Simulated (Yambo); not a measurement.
Absorption of B2O3 (space group Cmc2_1, No. 36) with and without the electron-hole interaction (Yambo, PBEsol bands; 6×6×6 mesh, 8 valence and 8 conduction bands, static screening with 51 bands and a 3 Ry block, scissor 2.58 eV, Tamm-Dancoff; field along x). Axes are Cartesian, with cell vectors (Å) (3.91, -2.31, 0.00), (3.91, 2.31, 0.00), (0.00, 0.00, 4.13).

```json
[
 {"E (eV)": "9.03", "Im ε, BSE": "0.34", "Im ε, independent quasiparticles": "0.05"},
 {"E (eV)": "9.13", "Im ε, BSE": "0.40", "Im ε, independent quasiparticles": "0.05"},
 {"E (eV)": "9.23", "Im ε, BSE": "0.48", "Im ε, independent quasiparticles": "0.06"},
 {"E (eV)": "9.33", "Im ε, BSE": "0.59", "Im ε, independent quasiparticles": "0.06"},
 {"E (eV)": "9.43", "Im ε, BSE": "0.74", "Im ε, independent quasiparticles": "0.06"},
 {"E (eV)": "9.53", "Im ε, BSE": "0.97", "Im ε, independent quasiparticles": "0.07"},
 {"E (eV)": "9.63", "Im ε, BSE": "1.31", "Im ε, independent quasiparticles": "0.07"},
 {"E (eV)": "9.73", "Im ε, BSE": "1.87", "Im ε, independent quasiparticles": "0.08"},
 {"E (eV)": "9.83", "Im ε, BSE": "2.88", "Im ε, independent quasiparticles": "0.08"},
 {"E (eV)": "9.93", "Im ε, BSE": "4.90", "Im ε, independent quasiparticles": "0.09"},
 {"E (eV)": "10.03", "Im ε, BSE": "9.18", "Im ε, independent quasiparticles": "0.10"},
 {"E (eV)": "10.13", "Im ε, BSE": "15.5", "Im ε, independent quasiparticles": "0.11"},
 {"E (eV)": "10.23", "Im ε, BSE": "13.8", "Im ε, independent quasiparticles": "0.12"},
 {"E (eV)": "10.33", "Im ε, BSE": "8.28", "Im ε, independent quasiparticles": "0.13"},
 {"E (eV)": "10.43", "Im ε, BSE": "5.70", "Im ε, independent quasiparticles": "0.14"},
 {"E (eV)": "10.53", "Im ε, BSE": "4.24", "Im ε, independent quasiparticles": "0.16"},
 {"E (eV)": "10.63", "Im ε, BSE": "3.53", "Im ε, independent quasiparticles": "0.18"},
 {"E (eV)": "10.73", "Im ε, BSE": "3.19", "Im ε, independent quasiparticles": "0.20"},
 {"E (eV)": "10.83", "Im ε, BSE": "3.46", "Im ε, independent quasiparticles": "0.23"},
 {"E (eV)": "10.93", "Im ε, BSE": "4.06", "Im ε, independent quasiparticles": "0.27"},
 {"E (eV)": "11.03", "Im ε, BSE": "3.67", "Im ε, independent quasiparticles": "0.32"},
 {"E (eV)": "11.13", "Im ε, BSE": "3.20", "Im ε, independent quasiparticles": "0.40"},
 {"E (eV)": "11.23", "Im ε, BSE": "3.07", "Im ε, independent quasiparticles": "0.51"},
 {"E (eV)": "11.33", "Im ε, BSE": "3.03", "Im ε, independent quasiparticles": "0.70"},
 {"E (eV)": "11.43", "Im ε, BSE": "3.05", "Im ε, independent quasiparticles": "1.03"},
 {"E (eV)": "11.54", "Im ε, BSE": "2.91", "Im ε, independent quasiparticles": "1.58"},
 {"E (eV)": "11.64", "Im ε, BSE": "2.82", "Im ε, independent quasiparticles": "2.13"},
 {"E (eV)": "11.74", "Im ε, BSE": "2.63", "Im ε, independent quasiparticles": "2.67"},
 {"E (eV)": "11.84", "Im ε, BSE": "2.67", "Im ε, independent quasiparticles": "3.60"},
 {"E (eV)": "11.94", "Im ε, BSE": "2.62", "Im ε, independent quasiparticles": "4.37"},
 {"E (eV)": "12.04", "Im ε, BSE": "2.64", "Im ε, independent quasiparticles": "4.44"},
 {"E (eV)": "12.14", "Im ε, BSE": "2.44", "Im ε, independent quasiparticles": "4.42"},
 {"E (eV)": "12.24", "Im ε, BSE": "2.48", "Im ε, independent quasiparticles": "4.86"},
 {"E (eV)": "12.34", "Im ε, BSE": "2.32", "Im ε, independent quasiparticles": "5.19"},
 {"E (eV)": "12.44", "Im ε, BSE": "2.26", "Im ε, independent quasiparticles": "5.08"},
 {"E (eV)": "12.54", "Im ε, BSE": "1.85", "Im ε, independent quasiparticles": "4.96"},
 {"E (eV)": "12.64", "Im ε, BSE": "1.75", "Im ε, independent quasiparticles": "4.98"},
 {"E (eV)": "12.74", "Im ε, BSE": "1.66", "Im ε, independent quasiparticles": "4.73"},
 {"E (eV)": "12.84", "Im ε, BSE": "1.62", "Im ε, independent quasiparticles": "4.32"},
 {"E (eV)": "12.94", "Im ε, BSE": "1.66", "Im ε, independent quasiparticles": "4.11"},
 {"E (eV)": "13.04", "Im ε, BSE": "1.49", "Im ε, independent quasiparticles": "4.09"},
 {"E (eV)": "13.14", "Im ε, BSE": "1.53", "Im ε, independent quasiparticles": "3.95"},
 {"E (eV)": "13.24", "Im ε, BSE": "1.36", "Im ε, independent quasiparticles": "3.78"},
 {"E (eV)": "13.34", "Im ε, BSE": "1.35", "Im ε, independent quasiparticles": "3.77"},
 {"E (eV)": "13.44", "Im ε, BSE": "1.41", "Im ε, independent quasiparticles": "3.63"},
 {"E (eV)": "13.54", "Im ε, BSE": "1.27", "Im ε, independent quasiparticles": "3.45"},
 {"E (eV)": "13.64", "Im ε, BSE": "1.32", "Im ε, independent quasiparticles": "3.41"},
 {"E (eV)": "13.74", "Im ε, BSE": "1.20", "Im ε, independent quasiparticles": "3.37"},
 {"E (eV)": "13.84", "Im ε, BSE": "1.24", "Im ε, independent quasiparticles": "3.16"},
 {"E (eV)": "13.94", "Im ε, BSE": "1.33", "Im ε, independent quasiparticles": "2.96"},
 {"E (eV)": "14.04", "Im ε, BSE": "1.17", "Im ε, independent quasiparticles": "2.88"},
 {"E (eV)": "14.14", "Im ε, BSE": "1.21", "Im ε, independent quasiparticles": "2.83"},
 {"E (eV)": "14.24", "Im ε, BSE": "1.10", "Im ε, independent quasiparticles": "2.76"},
 {"E (eV)": "14.34", "Im ε, BSE": "1.05", "Im ε, independent quasiparticles": "2.76"},
 {"E (eV)": "14.44", "Im ε, BSE": "1.08", "Im ε, independent quasiparticles": "2.90"},
 {"E (eV)": "14.54", "Im ε, BSE": "0.96", "Im ε, independent quasiparticles": "2.94"},
 {"E (eV)": "14.64", "Im ε, BSE": "1.02", "Im ε, independent quasiparticles": "2.94"},
 {"E (eV)": "14.74", "Im ε, BSE": "0.97", "Im ε, independent quasiparticles": "2.90"},
 {"E (eV)": "14.85", "Im ε, BSE": "0.95", "Im ε, independent quasiparticles": "2.75"},
 {"E (eV)": "14.95", "Im ε, BSE": "1.01", "Im ε, independent quasiparticles": "2.61"}
]
```

The scissor comes from a G0W0 run whose convergence isn't established. Broadening 0.15 eV. The band window holds all transitions up to 15.0 eV. Fine structure above the onset can come from the mesh.

Geometry of the Materials Project entry, not relaxed at this level; primitive cell a = b = 4.5398 Å, c = 4.1334 Å, α = β = 90.00°, γ = 61.15°.

The structure is a Materials Project entry; no match was found in the copy of COD used, and its stability was not checked.
